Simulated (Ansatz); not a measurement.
**Question.** Each is relaxed and computed with r²SCAN (plane waves, PAW; program Ansatz). Which is the only metal?
A. CoLi3Nb3O12Ti, P1 (Pearson symbol aP20)
B. Si3Bi4O12, I-43d (Si on 12a, Bi on 16c, O on 48e)
C. SiGeC2, P-4m2 (Ge on 1c, Si on 1a, C on 2g)
D. Y2Co3Si5, C2/c (Pearson symbol mS40)

**Answer.** D, Y2Co3Si5, C2/c (Pearson symbol mS40). Y2Co3Si5: metal; Si3Bi4O12: gap 4.57 eV (indirect); CoLi3Nb3O12Ti: gap 1.48 eV; SiGeC2: gap 1.80 eV (indirect). Spin orders computed, not proven ground states: Y2Co3Si5, C2/c (Pearson symbol mS40) ferromagnetic; CoLi3Nb3O12Ti, P1 (Pearson symbol aP20) ferromagnetic. Typed or built starts, not in the databases checked: CoLi3Nb3O12Ti, P1 (Pearson symbol aP20); SiGeC2, P-4m2 (Ge on 1c, Si on 1a, C on 2g). Standing as an ambient phase not checked: Y2Co3Si5, C2/c (Pearson symbol mS40); Si3Bi4O12, I-43d (Si on 12a, Bi on 16c, O on 48e). All cells were relaxed under the symmetry of their starts (and spin orders); stability against distortions was not tested throughout. No Hubbard U is applied. Scalar-relativistic: spin–orbit coupling is off unless named, which matters more the heavier the elements.

Potentials: the later of the program's two PAW sets.
